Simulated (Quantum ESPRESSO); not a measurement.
## Band energies of CuI

```
CELL_PARAMETERS angstrom
      4.18188     0.00000     0.00000
     -2.09094     3.62162     0.00000
      0.00000     0.00000     6.89757
ATOMIC_POSITIONS crystal
  Cu 0.66667 0.33333 0.87339
  Cu 0.33333 0.66667 0.37339
  I  0.66667 0.33333 0.50161
  I  0.33333 0.66667 0.00161
```

norm-conserving PBEsol (Quantum ESPRESSO, 92 Ry, with spin-orbit coupling); path ΓMKΓALHA,LM,KH; energies in eV from the valence-band maximum.

```
k (1/Å)  point  band 52  band 53  band 54  band 55  band 56  band 57  band 58  band 59
-------  -----  -------  -------  -------  -------  -------  -------  -------  -------
0.00         Γ     0.00     1.03     1.03     1.82     1.82     4.54     4.54     4.59
0.33              -0.31     2.19     2.21     2.66     2.74     4.07     4.16     4.90
0.65              -0.82     2.42     2.43     2.75     2.75     3.92     3.95     5.15
0.87         M    -0.97     2.35     2.35     2.74     2.74     3.73     3.73     5.12
0.99              -1.05     2.60     2.68     2.95     2.99     3.56     3.65     5.10
1.37         K    -1.60     2.82     2.82     4.00     4.46     4.52     4.52     6.13
1.70              -1.08     3.35     3.48     3.48     3.57     3.94     4.06     4.58
2.04              -0.36     2.27     2.30     2.89     3.01     3.91     3.93     4.75
2.37         Γ     0.00     1.03     1.03     1.82     1.82     4.54     4.54     4.59
2.48              -0.04     1.34     1.34     1.85     1.85     4.55     4.55     4.61
2.83         A    -0.49     2.17     2.17     2.17     2.17     4.97     4.97     4.97
3.11              -0.85     2.90     2.90     3.00     3.00     4.18     4.18     4.18
3.40              -1.27     2.48     2.48     2.52     2.52     4.01     4.01     4.05
3.69         L    -1.45     2.21     2.21     2.21     2.21     3.67     3.67     3.67
3.99              -1.41     2.82     2.82     2.88     2.88     4.46     4.46     4.56
4.19         H    -1.41     2.99     2.99     3.04     3.04     4.62     4.62     4.77
4.38              -1.41     2.97     2.97     3.03     3.03     4.72     4.72     4.80
4.65              -1.33     3.13     3.13     3.25     3.25     4.31     4.31     4.43
4.92              -0.83     2.95     2.95     3.09     3.09     4.05     4.05     4.13
5.20         A    -0.49     2.17     2.17     2.17     2.17     4.97     4.97     4.97
5.20         L    -1.45     2.21     2.21     2.21     2.21     3.67     3.67     3.67
5.42              -1.13     2.14     2.14     2.44     2.44     4.13     4.13     4.39
5.65         M    -0.97     2.35     2.35     2.74     2.74     3.73     3.73     5.12
5.65         K    -1.60     2.82     2.82     4.00     4.46     4.52     4.52     6.13
6.11         H    -1.41     2.99     2.99     3.04     3.04     4.62     4.62     4.77
```

The PBEsol gap is direct, 1.03 eV at Γ.

The filled Cu 3d shell has no Hubbard U; semilocal functionals place it too high.

Geometry relaxed with PBEsol.

This is not the ordinary phase of the substance.
